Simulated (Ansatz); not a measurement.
**As, a known structure type with other elements, at an estimated volume**

```xyz
1
Lattice="2.8298 0.0000 0.0000 0.0000 2.8298 0.0000 0.0000 0.0000 2.8298" Properties=species:S:1:pos:R:3 pbc="T T T"
As    0.0000    0.0000    0.0000
```

Level: r2SCAN, no spin polarisation; 500 eV; 12×12×12 Γ-centred mesh; fermi-dirac occupations (width 0.1 eV); Ansatz 0.2.0, fixed geometry.

Problem. What does the stress say?

Solution. The pressure is -8.2 GPa (compression positive), so with the atoms held at these fractions the cell would first shrink.

Problem. What do density and ELF say about some of the short contacts?

Solution. As–As at 2.83 Å: least valence density 0.29 e/Å³ and ELF 0.58 there. These are pseudo-fields; inside the PAW spheres they differ from the all-electron ones.

Problem. Is there a gap?

Solution. It is a metal, with about 0.47 states/eV a cell as the mean within 0.25 eV of the Fermi level, mostly As p (88 %).

Origin: a known structure type with other elements, at an estimated volume, so it need not be a known compound.
